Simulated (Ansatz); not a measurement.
Cells of Al relaxed with PBEsol (plane waves to 420 eV, PAW, scalar-relativistic; Ansatz, a quantum-chemistry and plane-wave program), each with a space-group label. One label is wrong.

**A**, labelled Im-3m (No. 229)
```xyz
1
Lattice="-1.6065 1.6065 1.6065 1.6065 -1.6065 1.6065 1.6065 1.6065 -1.6065" Properties=species:S:1:pos:R:3 pbc="T T T"
Al     0.0000     0.0000     0.0000
```

**B**, labelled Fm-3m (No. 225)
```yaml
crystal:
  lattice:
    - [2.82938, 0.00000, 0.00000]
    - [-1.41469, 2.45032, 0.00000]
    - [0.00000, 0.00000, 9.36910]
  atoms:
    - { symbol: Al, position: [0.00000, 0.00000, 0.00000] }
    - { symbol: Al, position: [0.00000, 0.00000, 0.50000] }
    - { symbol: Al, position: [0.33333, 0.66667, 0.25000] }
    - { symbol: Al, position: [0.66667, 0.33333, 0.75000] }
```

**C**, labelled Fd-3m (No. 227)
```xyz
2
Lattice="0.0000 2.9976 2.9976 2.9976 0.0000 2.9976 2.9976 2.9976 0.0000" Properties=species:S:1:pos:R:3 pbc="T T T"
Al     4.4964     4.4964     4.4964
Al     2.9976     2.9976     2.9976
```

Which label is wrong, and what should it be (tolerance 0.01 Å)?

B: its symmetry is P6₃/mmc (No. 194), hP4; a = b = 2.829 Å, c = 9.369 Å, α = β = 90.00°, γ = 120.00°.

Each run could gain symmetry but not lose that of its start, so entries can be saddle points. From databases, or of a type measured for this composition: P6₃/mmc, hP4; the others are generated cells (placed on structure types, drawn at random, substituted or restacked) that were not matched to a known phase here.

No spin polarisation in the result.
